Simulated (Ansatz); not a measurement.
TaO₃:
```cif
data_O3Ta
_chemical_formula_sum 'Ta1 O3'
_space_group_name_H-M_alt 'P 1'
_space_group_IT_number 1
_cell_length_a 3.92749
_cell_length_b 3.92749
_cell_length_c 3.92749
_cell_angle_alpha 90.000
_cell_angle_beta 90.000
_cell_angle_gamma 90.000
loop_
_space_group_symop_operation_xyz
  'x, y, z'
loop_
_atom_site_label
_atom_site_type_symbol
_atom_site_fract_x
_atom_site_fract_y
_atom_site_fract_z
_atom_site_occupancy
Ta1 Ta 0.50000 0.50000 0.50000 1
O1 O 0.00000 0.50000 0.50000 1
O2 O 0.50000 0.00000 0.50000 1
O3 O 0.50000 0.50000 0.00000 1
```
The run is spin-polarised; directions of the spins, atom by atom: 0 ↑ ↑ ↑.

Relaxed with r²SCAN.

Question: Tabulate the valence density and the electron localisation function along the shortest Ta–O contact (1.96 Å), r²SCAN in the plane-wave PAW code Ansatz.

Answer: 

| distance from Ta (Å) | density (e/Å³) | ELF |
|---|---|---|
| 0.20 | 3.83 | 0.13 |
| 0.29 | 4.39 | 0.34 |
| 0.39 | 4.60 | 0.58 |
| 0.49 | 4.29 | 0.71 |
| 0.59 | 3.56 | 0.74 |
| 0.69 | 2.66 | 0.67 |
| 0.79 | 1.83 | 0.49 |
| 0.88 | 1.22 | 0.29 |
| 0.98 | 0.93 | 0.20 |
| 1.08 | 0.92 | 0.33 |
| 1.18 | 1.15 | 0.59 |
| 1.28 | 1.59 | 0.77 |
| 1.37 | 2.35 | 0.84 |
| 1.47 | 3.48 | 0.82 |
| 1.57 | 4.85 | 0.76 |
| 1.67 | 6.13 | 0.63 |
| 1.77 | 7.04 | 0.45 |

The density is the valence pseudo-density with augmentation charge, so density and ELF within about 1 Å of a nucleus are not all-electron values.

Space group Pm-3m (ReO3 type). The first step of the workflow began from a Materials Project structure, measured or hypothetical; the Crystallography Open Database copy checked does not list it. Its standing as an ambient phase is unchecked. The cell was relaxed with r²SCAN under the symmetry of its start, as lowered by the spin order; its stability against distortions is not shown here. The final state is ferrimagnetic, the only order run, not a proven ground state. The cell computed holds one magnetic atom, so no antiferromagnetic order was within reach. Other orbital occupations within this spin state were not tried. No Hubbard U is applied. Spin–orbit coupling is left out wherever it is not named.

Potentials: the later of the program's two PAW sets.
